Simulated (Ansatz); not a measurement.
MoS2:
```cif
data_Mo3S6
_chemical_formula_sum 'Mo3 S6'
_space_group_name_H-M_alt 'R3m :H'
_space_group_IT_number 160
_space_group_name_Hall 'R 3 -2"'
_cell_length_a 3.18516
_cell_length_b 3.18516
_cell_length_c 22.29233
_cell_angle_alpha 90.000
_cell_angle_beta 90.000
_cell_angle_gamma 120.000
loop_
_atom_site_label
_atom_site_type_symbol
_atom_site_symmetry_multiplicity
_atom_site_Wyckoff_symbol
_atom_site_fract_x
_atom_site_fract_y
_atom_site_fract_z
_atom_site_occupancy
Mo1 Mo 3 a 0.00000 0.00000 0.00022 1
S1 S 3 a 0.00000 0.00000 0.59679 1
S2 S 3 a 0.00000 0.00000 0.73698 1
```
(The calculation used a cell of 3 atoms; values per cell refer to that cell.)

Relaxed with PBE.

### Question
Which orbitals make up the states near the band edges in DFT-PBE in the program Ansatz with PAW potentials?

### Answer
Top 1 eV of the valence band: Mo 4d 67 %, S 3p 29 %. Bottom 1 eV of the conduction band: Mo 4d 63 %, S 3p 32 %. Projections are on Löwdin-orthogonalised atomic valence shells; empty p or d shells of many metals are not among them.

### Question
Tabulate the density of states.

### Answer
States/eV per cell of 3 atoms, in 0.25 eV bins, energy from the valence-band maximum.

```csv
E (eV),total,S 3p,Mo 4d,S 3s
-7.85,0.00,0.00,0.00,0.00
-7.60,0.00,0.00,0.00,0.00
-7.35,0.00,0.00,0.00,0.00
-7.10,0.00,0.00,0.00,0.00
-6.85,0.00,0.00,0.00,0.00
-6.60,0.00,0.00,0.00,0.00
-6.35,0.00,0.00,0.00,0.00
-6.10,0.00,0.00,0.00,0.00
-5.85,1.00,0.65,0.22,0.04
-5.60,2.15,1.30,0.64,0.06
-5.35,3.90,2.29,1.34,0.07
-5.10,3.07,1.88,1.03,0.06
-4.85,1.44,1.00,0.36,0.05
-4.60,0.82,0.55,0.23,0.02
-4.35,0.92,0.59,0.27,0.04
-4.10,4.91,2.95,1.31,0.38
-3.85,2.80,1.69,0.70,0.22
-3.60,1.41,0.86,0.45,0.06
-3.35,5.20,3.20,1.82,0.09
-3.10,2.40,1.49,0.83,0.03
-2.85,1.78,1.00,0.72,0.02
-2.60,1.66,0.91,0.70,0.01
-2.35,1.88,1.11,0.70,0.02
-2.10,4.37,3.00,1.15,0.13
-1.85,2.81,2.08,0.59,0.09
-1.60,2.47,2.00,0.35,0.05
-1.35,2.33,2.05,0.19,0.03
-1.10,2.47,1.08,1.27,0.04
-0.85,2.88,0.86,1.88,0.04
-0.60,2.01,0.57,1.36,0.02
-0.35,1.12,0.30,0.78,0.01
-0.10,0.19,0.06,0.12,0.01
0.15,0.00,0.00,0.00,0.00
0.40,0.00,0.00,0.00,0.00
0.65,0.00,0.00,0.00,0.00
0.90,0.00,0.00,0.00,0.00
1.15,0.00,0.00,0.00,0.00
1.40,0.04,0.01,0.03,0.00
1.65,1.03,0.29,0.68,0.01
1.90,5.16,1.54,3.39,0.04
2.15,3.54,1.23,2.13,0.04
2.40,5.11,1.70,3.07,0.13
2.65,3.16,1.10,1.81,0.11
2.90,2.84,1.06,1.50,0.09
3.15,2.32,0.92,1.19,0.08
3.40,1.55,0.67,0.73,0.06
3.65,1.45,0.63,0.66,0.07
3.90,2.21,1.09,0.99,0.05
4.15,2.26,0.99,1.04,0.13
4.40,1.08,0.40,0.54,0.11
4.65,0.25,0.09,0.13,0.03
4.90,0.00,0.00,0.00,0.00
5.15,0.00,0.00,0.00,0.00
5.40,0.00,0.00,0.00,0.00
5.65,0.01,0.00,0.00,0.00
5.90,0.24,0.01,0.01,0.02
6.15,0.66,0.04,0.02,0.04
```

The PBE relaxation kept the symmetry of its start. The run is not spin-polarised. A crystal of weakly bound layers computed without a dispersion correction: the cell and the soft elastic constants depend strongly on that. Spin–orbit coupling is left out wherever it is not named.

Potentials: the earlier of the program's two PAW sets.
